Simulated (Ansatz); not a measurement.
Relaxed GaN (wurtzite):

```
GaN
1.0
    3.18312     0.00000     0.00000
   -1.59156     2.75667     0.00000
    0.00000     0.00000    10.36727
Ga N
4 4
Direct
  0.66667   0.33333   0.00049
  0.66667   0.33333   0.50049
  0.33333   0.66667   0.25049
  0.33333   0.66667   0.75049
  0.66667   0.33333   0.31211
  0.66667   0.33333   0.81211
  0.33333   0.66667   0.06211
  0.33333   0.66667   0.56211
```

A phonon eigenvector at A = (0.0, 0.0, 0.5) is frozen into this cell: atom i moves by Q times the vector below, so Q is the largest atomic displacement, in Å. The cell is held. It is one choice among 4 degenerate patterns. (q is in reciprocal vectors of the primitive cell; the cell shown is doubled to hold the pattern.)

```
atom      x       y      z
----  -----  ------  -----
Ga1   0.000   0.172  0.000
Ga2   0.000  -0.172  0.000
Ga3   0.000  -1.000  0.000
Ga4   0.000   1.000  0.000
N5    0.000  -0.904  0.000
N6    0.000   0.904  0.000
N7    0.000   0.080  0.000
N8    0.000  -0.080  0.000
```

Computed with r2SCAN (plane waves to 500 eV, PAW, scalar-relativistic; Ansatz, a quantum-chemistry and plane-wave program). k mesh 12×12×4 (Γ-centred), Fermi-Dirac smearing 0.05 eV. E stands for the smeared free energy. GaN was relaxed with its symmetry unable to fall. ΔE is measured from the undisplaced structure.

```tsv
Q (Å)	ΔE (eV/cell)
-0.280	0.2830
-0.187	0.1257
-0.093	0.0314
0.000	0.0000
0.093	0.0314
0.187	0.1257
0.280	0.2830
```

Q: Which DFPT wavenumber at A = (0.0, 0.0, 0.5) belongs to this mode?
A. 237 cm⁻¹
B. 716 cm⁻¹
C. 558 cm⁻¹
D. 108 cm⁻¹

A: D, 108 cm⁻¹. The curvature of the scan gives 108 cm⁻¹

(For displaced atoms, the force is minus the slope of the energy, and its curvature is a force constant, which sets phonon frequencies.)
